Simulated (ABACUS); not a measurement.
Input and output of a self-consistent single point for GeRh (Pnma, 8 atoms in the cell; from Materials Project mp-22239, changed as shown) (ABACUS).

Level of theory: PBEsol, PseudoDojo 0.4 standard norm-conserving PBEsol (tails mended) pseudopotentials (plane waves; ABACUS).

The change in words: lattice vector c scaled by 0.98. Reference geometry (Pnma):
```yaml
crystal:
  lattice:
    - [5.78332, 0.00000, 0.00000]
    - [0.00000, 3.35814, 0.00000]
    - [0.00000, 0.00000, 6.58342]
  atoms:
    - { symbol: Ge, position: [0.80826, 0.75000, 0.43643] }
    - { symbol: Ge, position: [0.19174, 0.25000, 0.56357] }
    - { symbol: Ge, position: [0.69174, 0.25000, 0.93643] }
    - { symbol: Ge, position: [0.30826, 0.75000, 0.06357] }
    - { symbol: Rh, position: [0.99544, 0.75000, 0.79662] }
    - { symbol: Rh, position: [0.00456, 0.25000, 0.20338] }
    - { symbol: Rh, position: [0.50456, 0.25000, 0.29662] }
    - { symbol: Rh, position: [0.49544, 0.75000, 0.70338] }
```

Reference input (self-consistent single point, DFT, PBEsol, plane waves, PseudoDojo 0.4 standard norm-conserving PBEsol (tails mended) pseudopotentials): KPT = Gamma 3 4 2 0 0 0; basis_type = pw; dft_functional = PBESOL; ecutwfc = 88 Ry; smearing_method = fd; smearing_sigma = 0.00734986 Ry; potentials = PseudoDojo 0.4 standard norm-conserving PBEsol (tails mended); symmetry = 1; ks_solver = dav; scf_nmax = 100; scf_thr = 1.0e-09 Ry; mixing_type = pulay. This run's input differs from it in these lines:

```diff
@@ -28,3 +28,3 @@
    0.0000000000    3.3581410000    0.0000000000
-   0.0000000000    0.0000000000    6.5834210000
+   0.0000000000    0.0000000000    6.4517530000
 
@@ -36,6 +36,6 @@
 4
-   8.8333822968    4.7594750834    5.4295656877
-   2.0955048148    1.5864916945    7.0112969654
-   7.5599483706    1.5864916945   11.6499970143
-   3.3689387410    4.7594750834    0.7908656389
+   8.8333822968    4.7594750834    5.3209747203
+   2.0955048148    1.5864916945    6.8710714734
+   7.5599483706    1.5864916945   11.4169978172
+   3.3689387410    4.7594750834    0.7750483765
 
@@ -44,6 +44,6 @@
 4
-  10.8790513864    4.7594750834    9.9106400067
-   0.0498357252    1.5864916945    2.5302226464
-   5.5142792810    1.5864916945    3.6902086802
-   5.4146078306    4.7594750834    8.7506539729
+  10.8790513864    4.7594750834    9.7124278389
+   0.0498357252    1.5864916945    2.4796183549
+   5.5142792810    1.5864916945    3.6164047420
+   5.4146078306    4.7594750834    8.5756414517
 # file: KPT
```

Output (repeated stretches shortened):

```
 SELF-CONSISTENT
 -------------------------------------------
                                 init_chg = atomic

 PW ALGORITHM --------------- ION=   1  ELEC=   1--------------------------------

 Notice: Threshold on eigenvalues was too large.

 Density error is 0.515013378439
                          Error Threshold = 0.000418367477746
 E_KohnSham     -1651.4105335622     -22468.5929936668
 E_Fermi        1.2750894767         17.3484823428

 PW ALGORITHM --------------- ION=   1  ELEC=   2--------------------------------

 Density error is 2.07146037866
                          Error Threshold = 0.000415333369708
   [... lines left out ...]

 Density error is 3.11775909843e-09
                          Error Threshold = 4.30331952241e-11
 E_KohnSham     -1651.6682071547     -22472.0988227488
 E_Fermi        1.2330322616         16.7762645760

 PW ALGORITHM --------------- ION=   1  ELEC=   9--------------------------------

 Density error is 1.89700572369e-10
                          Error Threshold = 2.51432185357e-12
 E_KohnSham     -1651.6682071554     -22472.0988227576
 E_KS(sigma->0) -1651.6620609950     -22472.0151999551
 E_entropy(-TS) -0.0122923208        -0.1672456049
 E_Fermi        1.2330315625         16.7762550632
 charge density convergence is achieved
 final etot is -22472.098823 eV
 EFERMI = 16.776255063 eV

 STATE ENERGY(eV) AND OCCUPATIONS    NSPIN == 1
   [... 72 lines left out ...]

 TOTAL-FORCE (eV/Angstrom)
                       Ge1        -0.1674881937         0.0000000000        -0.2933374076
                       Ge2         0.1674881937         0.0000000000         0.2933374076
                       Ge3         0.1674881937         0.0000000000        -0.2933374076
                       Ge4        -0.1674881937         0.0000000000         0.2933374076
                       Rh1        -0.0324784052         0.0000000000         0.1138875638
                       Rh2         0.0324784052         0.0000000000        -0.1138875638
                       Rh3         0.0324784052         0.0000000000         0.1138875638
   [... lines left out ...]

 TOTAL-STRESS (KBAR)
      -105.1825006301        -0.0000000000         0.0000000000
         0.0000000000       -58.0697324841         0.0000000000
         0.0000000000         0.0000000000       -85.6468763021
 TOTAL-PRESSURE: -82.966370 KBAR

 --------------------------------------------
 !FINAL_ETOT_IS -22472.0988227575762721 eV
 --------------------------------------------
```

The run converged in 9 iterations. Against the reference run the free energy goes down by 21.8 meV/atom, the pressure goes from -11.35 to -8.30 GPa and the largest force goes from 0.278 to 0.338 eV/Å.

The structure comes from a collection of computed structures, made at another level of theory; the collection holds predicted forms beside known ones. Its lattice was then scaled. No clean gap shows at this smearing width and mesh (spacing up to 0.49 Å⁻¹); the mesh is coarse for partly filled bands, so the values carry mesh errors.

Cost on one core: around 5 core-minutes (rough).

“Tails mended”: in these copies of the files the far tail of each local potential was reset to the Coulomb form.
